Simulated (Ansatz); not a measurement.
Ti (hcp, Mg type)

```
Ti
1.0
    2.93627     0.00000     0.00000
   -1.46813     2.54288     0.00000
    0.00000     0.00000     4.63716
Ti
2
Cartesian
  0.00000   1.69526   3.47787
  1.46813   0.84763   1.15929
```

The slice is a (0001) plane (indices of the conventional cell) through the point (0.667, 0.333, 0.250) (fractional), spanned by u = [110] and v = [1 -1 0] in vectors of this cell: u (2.94 Å) and v (5.09 Å, at 90° to u). It covers one period; positions are fractions (u, v).

Calculation: r2SCAN (plane waves to 500 eV, PAW, scalar-relativistic; Ansatz, a program for electronic structure). k mesh 18×18×10. These are valence fields of a PAW run, semicore shells included where kept as valence: close to a nucleus they are smooth pseudo fields. The PAW data are Ansatz's earlier set. Ti is run without spin polarisation. Ti was relaxed with its symmetry unable to fall.

Three fields on this plane, each scaled to ten steps between its own extremes (0 low, 9 high; the total valence density on a logarithmic scale, the potential cut 8 eV below its top; x marks points blanked near nuclei; v = 0 in the bottom row):

Map A
```
|xxxxxxx25652xxxxxx|
|xxxxxx0366630xxxxx|
|xxxxxx0467640xxxxx|
|xxxxx035787530xxxx|
|xxxx02568886520xxx|
|xx002467888764200x|
|223456677777665432|
|666666655555666666|
|888765421112456788|
|99875300xxx0035789|
|998630xxxxxxx03689|
|98740xxxxxxxxx0478|
|8851xxxxxxxxxxx158|
|7740xxxxxxxxxxx047|
|763xxxxxxxxxxxxx36|
|652xxxxxxxxxxxxx25|
|652xxxxxxxxxxxxx25|
|6630xxxxxxxxxxx036|
|7640xxxxxxxxxxx046|
|87530xxxxxxxxx0357|
|886520xxxxxxx02568|
|88764200xxx0024678|
|777665432223456677|
|555666666666666655|
|112456788888765421|
|xx003578999875300x|
|xxxx03689998630xxx|
|xxxxx047898740xxxx|
|xxxxxx1588851xxxxx|
|xxxxxx0477740xxxxx|
|xxxxxxx36763xxxxxx|
|xxxxxxx25652xxxxxx|
```

Map B
```
|xxxxxxx01210xxxxxx|
|xxxxxx0012100xxxxx|
|xxxxxx0012100xxxxx|
|xxxxx000222000xxxx|
|xxxx00012321000xxx|
|xx100012333210001x|
|111111222222211111|
|444432110001123444|
|887531000000013578|
|99852000xxx0002589|
|997310xxxxxxx01379|
|98521xxxxxxxxx1258|
|7631xxxxxxxxxxx136|
|6411xxxxxxxxxxx114|
|431xxxxxxxxxxxxx13|
|210xxxxxxxxxxxxx01|
|210xxxxxxxxxxxxx01|
|2100xxxxxxxxxxx001|
|2100xxxxxxxxxxx001|
|22000xxxxxxxxx0002|
|321000xxxxxxx00012|
|33210001xxx1000123|
|222211111111111222|
|001123444444432110|
|000013578887531000|
|xx000258999852000x|
|xxxx01379997310xxx|
|xxxxx125898521xxxx|
|xxxxxx1367631xxxxx|
|xxxxxx1146411xxxxx|
|xxxxxxx13431xxxxxx|
|xxxxxxx01210xxxxxx|
```

Map C
```
|xxxxxxx42124xxxxxx|
|xxxxxx7311137xxxxx|
|xxxxxx5100015xxxxx|
|xxxxx731000137xxxx|
|xxxx84100000148xxx|
|xx974210000012479x|
|776431100000113467|
|554332111111123345|
|544433334443333444|
|44444568xxx8654444|
|445569xxxxxxx96554|
|44569xxxxxxxxx9654|
|4458xxxxxxxxxxx854|
|4459xxxxxxxxxxx954|
|335xxxxxxxxxxxxx53|
|235xxxxxxxxxxxxx53|
|124xxxxxxxxxxxxx42|
|1137xxxxxxxxxxx731|
|0015xxxxxxxxxxx510|
|00137xxxxxxxxx7310|
|000148xxxxxxx84100|
|00012479xxx9742100|
|000113467776431100|
|111123345554332111|
|443333444544433334|
|xx865444444444568x|
|xxxx96554445569xxx|
|xxxxx965444569xxxx|
|xxxxxx8544458xxxxx|
|xxxxxx9544459xxxxx|
|xxxxxxx53335xxxxxx|
|xxxxxxx53235xxxxxx|
```

### Question
Assign the maps to these fields: electron localisation function (ELF); valence electron density; electrostatic potential energy of an electron, from the cell's mean.

### Answer
A is the electrostatic potential energy of an electron, from the cell's mean; B is the electron localisation function (ELF); C is the valence electron density.
